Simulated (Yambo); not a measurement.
G0W0@LDA for Li2PdO3 (space group C2/m, No. 12) in Yambo. Reference settings: 2×2×2 Γ-centred k mesh, bands 13 to 177 and a 7 Ry block in the screening, 177 bands in G with the Bruneval-Gonze terminator, plasmon pole fitted at 27.2 eV. The LDA gap (-0.5, -0.5, 0) → (-0.5, -0.5, -0.5) on this mesh is 1.47 eV; G0W0 gaps are taken between the same points.

Gap ((-0.5, -0.5, 0) → (-0.5, -0.5, -0.5)) in eV against the number of bands and the screening block, terminator on:

```csv
bands (W and G),2 Ry,3 Ry,4 Ry,6 Ry,7 Ry
62,3.251,2.945,2.893,2.814,2.815
82,3.224,2.910,2.861,2.783,2.784
109,3.215,2.894,2.843,2.768,2.769
143,3.203,2.877,2.825,2.746,2.747
177,3.204,2.876,2.823,2.743,2.745
```

Rough cost of the Yambo step against the reference (shared machines):

| bands (W and G) | 2 Ry | 3 Ry | 4 Ry | 6 Ry | 7 Ry |
|---|---|---|---|---|---|
| 62 | 1/4 | 1/4 | 1/4 | 1/3 | 1/3 |
| 82 | 1/3 | 1/3 | 1/3 | 1/2 | 1/2 |
| 109 | ~1 | ~1 | ~1 | ~1 | ~1 |
| 143 | ~1 | ~1 | ~1 | ~1 | ~1 |
| 177 | ~1 | ~1 | ~1 | ~1 | 1 |

At the largest block the last step in bands moves the gap by -0.002 eV; at the most bands the last step in the block moves it by 0.002 eV.

Spin-orbit splittings are left out.

Geometry of the Materials Project entry, not relaxed at this level; primitive cell a = 5.1008 Å, b = 5.1008 Å, c = 5.0589 Å, α = 99.68°, β = 99.68°, γ = 119.95°.

The structure is a Materials Project entry; no match was found in the copy of COD used, and its stability was not checked.
